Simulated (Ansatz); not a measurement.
C8H:
Space group P3m1 (No. 156); a = 4.9594 Å, b = 4.9594 Å, c = 3.4914 Å, α = 90.00°, β = 90.00°, γ = 120.00°

```csv
atom,site,symmetry,x,y,z
C,3d,.m.,0.3403,0.1701,0.9776
C,1b,3m.,0.3333,0.6667,0.9876
C,1a,3m.,0.0000,0.0000,0.0634
C,3d,.m.,0.5011,0.0021,0.9759
H,1a,3m.,0.0000,0.0000,0.3858
```

Relaxed with PBE+D3(BJ).

### Question
Decompose the optical modes at the zone centre into irreducible representations, and say which are infrared and Raman allowed.

### Answer
Point group 3m: Γ_opt = 6A1 + 2A2 + 8E. Infrared: A1, E. Raman: A1, E.

### Question
Assign frequencies (DFPT, the program Ansatz at the PBE+D3(BJ) level (PAW)).

### Answer
E 365, A1 470, E 575, A1 579, A2 605, E 611, A1 835, E 1069, E 1215, A1 1239, A1 1285, E 1299, A2 1334, E 1364, E 1505, A1 2577 cm⁻¹.

A made-up cell: these elements were put on the sites of a structure type; neither database checked (COD, Materials Project) lists it. Whether it is the stable phase at ambient conditions was not checked. Symmetry was held in the PBE+D3(BJ) relaxation. At this level the phase is mechanically unstable. The workflow began spin-polarised and lost its moments. As this level gives no gap, phonon frequencies hold no LO–TO term and depend on the k-mesh and smearing (Fermi–Dirac, 0.1 eV here).

Potentials: the later of the program's two PAW sets.
